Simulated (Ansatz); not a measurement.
**Sn in Ansatz, vacancy hop by nudged elastic band**

The command:

```bash
ansatz run input.yaml --threads 4 --pin off --max-ram 8192MiB --backend cpu --events-out ev --progress --plain --runs-dir out
```

Input:

```yaml
crystal:
  lattice:
    - [0.0, 6.47428498, 6.47428498]
    - [6.47428498, 0.0, 6.47428498]
    - [6.47428498, 6.47428498, 0.0]
  atoms:
    - { symbol: Sn, position: [0.00223983, -0.00327534, 0.00039351] }
    - { symbol: Sn, position: [0.12766255, 0.12260157, 0.12475299] }
    - { symbol: Sn, position: [0.12532659, 0.12891396, 0.62102421] }
    - { symbol: Sn, position: [-0.00303946, 0.50092746, -0.00023052] }
    - { symbol: Sn, position: [0.12609404, 0.62668866, 0.12640896] }
    - { symbol: Sn, position: [-0.00077934, 0.50415827, 0.49365941] }
    - { symbol: Sn, position: [0.12540985, 0.62730923, 0.62325728] }
    - { symbol: Sn, position: [0.5013596, 0.00260553, 0.0020234] }
    - { symbol: Sn, position: [0.62499417, 0.12158799, 0.12945525] }
    - { symbol: Sn, position: [0.50096158, 0.00188598, 0.49954672] }
    - { symbol: Sn, position: [0.62997819, 0.1278486, 0.6222273] }
    - { symbol: Sn, position: [0.50245727, 0.50020898, 0.00155319] }
    - { symbol: Sn, position: [0.63035901, 0.6236549, 0.12527407] }
    - { symbol: Sn, position: [0.50478034, 0.49644409, 0.50040261] }
    - { symbol: Sn, position: [0.62385399, 0.6247883, 0.62457891] }
kpoints:
  mp_grid: { grid: [2, 2, 2] }
magnetization:
  spin_polarized: false
scf:
  occupations: { method: fermi_dirac, width: 0.1 }
hamiltonian:
  pseudopotentials: { kind: paw }
  xc: lda
basis:
  ecutwfc: 420
neb:
  images: 5
  relax_end_points: true
  climbing: true
  f_tol: 0.05
  max_iterations: 40
  order_check: false
  final_atoms:
    - { symbol: Sn, position: [0.00223983, -0.00327534, 0.00039351] }
    - { symbol: Sn, position: [0.12766255, 0.12260157, 0.12475299] }
    - { symbol: Sn, position: [0.00116488, 0.00035281, 0.49997396] }
    - { symbol: Sn, position: [-0.00303946, 0.50092746, -0.00023052] }
    - { symbol: Sn, position: [0.12609404, 0.62668866, 0.12640896] }
    - { symbol: Sn, position: [-0.00077934, 0.50415827, 0.49365941] }
    - { symbol: Sn, position: [0.12540985, 0.62730923, 0.62325728] }
    - { symbol: Sn, position: [0.5013596, 0.00260553, 0.0020234] }
    - { symbol: Sn, position: [0.62499417, 0.12158799, 0.12945525] }
    - { symbol: Sn, position: [0.50096158, 0.00188598, 0.49954672] }
    - { symbol: Sn, position: [0.62997819, 0.1278486, 0.6222273] }
    - { symbol: Sn, position: [0.50245727, 0.50020898, 0.00155319] }
    - { symbol: Sn, position: [0.63035901, 0.6236549, 0.12527407] }
    - { symbol: Sn, position: [0.50478034, 0.49644409, 0.50040261] }
    - { symbol: Sn, position: [0.62385399, 0.6247883, 0.62457891] }
```

Origin of the cell: a database entry, scaled a little.

The cell is 2×2×2 cells of Sn with one Sn taken out; atom 3 (Sn) hops into the empty site, 2.79 Å away before the end points are relaxed. All atoms were shaken by about 0.02 Å first.

Output (shortened):

```
Warning: neb: disabling space-group detection — the band's intermediate images generally break the endpoint symmetry, so no spatial operation reduces the k-mesh or symmetrises the density, ex […]
Pseudopotentials: kind: paw
Pseudopotential: Sn, paw, valence charge 14, recommended cutoff 420 eV (normal), Sn.paw.azcp
Functional definition: SPW92
  exchange = slater_x
  correlation = pw_c
parallel-image band execution: 4 concurrent image workers
NEB image 0
Crystal: 15 atoms, lattice volume = 542.757 Å³
Basis set: ecut = 420 eV, 10777 PW (Γ)
Bands: 126, of which v1, the nominal top of the filled ones, is band 105 counted from 1 (104 counted from 0)
Symmetry: 1 space group operations
k-points: 8
[… 2 lines left out …]
Initial density: superposition of atomic densities (neutral atoms: chi_scale 0, normalization atom), corrected by the library's trained network
Functional: x = slater, c = lda
SCF iter   1: F=—  HF=-88189.682541 eV  Δρ=5.80e-3  dr2=1.35e-1
SCF iter   2: F=—  HF=-88189.635823 eV  Δρ=2.25e-3  dr2=1.45e-2  defer=12
SCF iter   3: F=—  HF=-88189.631790 eV  Δρ=5.40e-4  dr2=1.34e-3  defer=12
[… 2 lines left out …]
SCF iter   6: F=—  HF=-88189.631337 eV  Δρ=1.30e-5  dr2=1.94e-6  defer=12
SCF iter   7: F=—  HF=-88189.631337 eV  Δρ=2.95e-6  dr2=1.05e-7  defer=12
SCF iter   8: F=-88189.631338 eV  HF=-88189.631338 eV  Δρ=1.09e-6  dr2=1.67e-8
NEB iter   1: max|band force component| = 3.647e-1 eV/Å  barrier→ = 0.4124 eV  barrier← = 0.4124 eV  CI = image 3  Δτ_max = 0.1250 Å  (57 SCF iters)
NEB iter   2: max|band force component| = 1.393e-1 eV/Å  barrier→ = 0.3320 eV  barrier← = 0.3320 eV  CI = image 3  Δτ_max = 0.0372 Å  (35 SCF iters)
NEB iter   3: max|band force component| = 7.849e-2 eV/Å  barrier→ = 0.3278 eV  barrier← = 0.3278 eV  CI = image 3  Δτ_max = 0.0145 Å  (29 SCF iters)
NEB iter   4: max|band force component| = 1.572e-2 eV/Å  barrier→ = 0.3271 eV  barrier← = 0.3271 eV  CI = image 3  Δτ_max = 0.0000 Å  (29 SCF iters)
--- NEB band (7 images, 4 band iterations, 150 SCF iterations, 40 more in tests of the images' electronic states and relaxations of end points) ---
  forward barrier  = 0.327112 eV
  backward barrier = 0.327111 eV
  lagrangian_above_aufbau_ev (what the smearing adds, to first order; not taken off the barriers): saddle image -0.159335 eV, end points -0.042912 and -0.043142 eV
  climbing image's point = of an order that was not read
  energies are F+E_penalty+E_count in eV, relative to image 0
  image     s (Å)  Δ vs image 0  max|band force component| (eV/Å)
      0    0.0000      0.000000                                 —
      1    0.4491      0.018347                          1.572e-2
      2    0.8982      0.169437                          1.125e-2
  *   3    1.3471      0.327112                          5.081e-3
      4    1.7931      0.171215                          1.079e-2
      5    2.2391      0.019108                          1.555e-2
      6    2.6851      0.000001                                 —
```

The converged band:

| image | path over all atoms (Å) | ΔF (eV) | Sn x | y | z (Å) |
| --- | --- | --- | --- | --- | --- |
| 0 | 0.00 | 0.000 | 4.76 | 4.77 | 1.54 |
| 1 | 0.45 | 0.018 | 4.55 | 4.56 | 1.32 |
| 2 | 0.90 | 0.169 | 4.30 | 4.30 | 1.07 |
| 3 | 1.35 | 0.327 | 4.05 | 4.05 | 0.82 |
| 4 | 1.79 | 0.171 | 3.80 | 3.81 | 0.57 |
| 5 | 2.24 | 0.019 | 3.55 | 3.56 | 0.32 |
| 6 | 2.69 | 0.000 | 3.34 | 3.35 | 0.11 |

Relaxed start, forces in eV/Å:

```xyz
15
Lattice="0.000 6.474 6.474 6.474 0.000 6.474 6.474 6.474 0.000" Properties=species:S:1:pos:R:3:forces:R:3 pbc="T T T" image=0
Sn    0.002    0.007    0.032    0.000    0.001   -0.002
Sn    1.717    1.724    1.532    0.001   -0.002    0.001
Sn    4.763    4.768    1.537    0.000    0.000    0.000
Sn    3.218    0.007    3.247    0.001    0.000   -0.001
Sn    4.862    1.617    4.862    0.002    0.000   -0.001
Sn    6.474    3.260    3.249    0.000   -0.001    0.000
Sn    8.185    4.770    4.959    0.000    0.000    0.001
Sn    0.001    3.222    3.250   -0.001    0.002    0.000
Sn    1.612    4.869    4.860   -0.001    0.001   -0.001
Sn    3.258    6.482    3.250   -0.002    0.000    0.001
Sn    4.756    8.199    4.968    0.002    0.000   -0.001
Sn    3.238    3.244    6.486    0.001   -0.001    0.001
Sn    4.864    4.868    8.113    0.000    0.001    0.001
Sn    6.473    6.482    6.467   -0.001    0.000    0.002
Sn    8.087    8.091    8.111   -0.001   -0.001    0.001
```

Highest image (3), forces in eV/Å:

```xyz
15
Lattice="0.000 6.474 6.474 6.474 0.000 6.474 6.474 6.474 0.000" Properties=species:S:1:pos:R:3:forces:R:3 pbc="T T T" image=3
Sn   -0.104   -0.096    0.088    0.001    0.001   -0.002
Sn    1.724    1.731    1.553   -0.001   -0.001    0.002
Sn    4.047    4.054    0.821    0.000    0.000    0.000
Sn    3.204    0.018    3.259   -0.001   -0.002   -0.002
Sn    4.889    1.616    4.857    0.001    0.003    0.003
Sn    6.370    3.321    3.144    0.001   -0.002    0.001
Sn    8.197    4.787    4.971   -0.001    0.002   -0.001
Sn    0.011    3.212    3.259   -0.002   -0.001   -0.002
Sn    1.609    4.897    4.857    0.003    0.001    0.003
Sn    3.314    6.378    3.144   -0.002    0.001    0.001
Sn    4.779    8.206    4.972    0.002   -0.002   -0.002
Sn    3.223    3.231    6.472    0.005    0.005    0.005
Sn    4.870    4.878    8.119   -0.005   -0.005   -0.005
Sn    6.485    6.492    6.453   -0.002   -0.002   -0.001
Sn    8.083    8.090    8.138    0.003    0.003    0.001
```

Relaxed end, forces in eV/Å:

```xyz
15
Lattice="0.000 6.474 6.474 6.474 0.000 6.474 6.474 6.474 0.000" Properties=species:S:1:pos:R:3:forces:R:3 pbc="T T T" image=6
Sn   -0.096   -0.088    0.106    0.001    0.002    0.000
Sn    1.618    1.628    1.608    0.000    0.000    0.002
Sn    3.336    3.347    0.111   -0.001   -0.001   -0.002
Sn    3.229    0.016    3.254    0.001    0.000    0.000
Sn    4.874    1.626    4.867   -0.001    0.000    0.001
Sn    6.383    3.338    3.156    0.001    0.000    0.000
Sn    8.094    4.846    4.868    0.000    0.000    0.000
Sn    0.006    3.238    3.255    0.001    0.000    0.000
Sn    1.619    4.883    4.865   -0.001   -0.001    0.000
Sn    3.335    6.385    3.151   -0.001    0.002    0.000
Sn    4.834    8.103    4.867    0.002    0.000    0.000
Sn    3.230    3.239    6.478    0.000    0.000    0.000
Sn    4.856    4.865    8.103    0.000    0.000    0.000
Sn    6.481    6.492    6.477    0.000   -0.001    0.001
Sn    8.095    8.101    8.123   -0.001    0.000   -0.001
```

Barrier of this path: 0.33 eV forwards, 0.33 eV backwards, after 4 band iterations.

Caveats: the k mesh is coarse if the cell is a metal; a small cell with a neutral vacancy and no spin, whose shape can make like sites unlike; the cell is held at a rescaled volume, and strain moves barriers; the hop was drawn among near neighbours and need not be the easiest path; few images and a loose tolerance, and neither the top nor the ends were tested for their order.

The run took 3.9 min on 4 threads of Intel(R) Xeon(R) Platinum 8488C (Sapphire Rapids), on a shared host, peak memory 3.3 GiB, from the program's own first density.
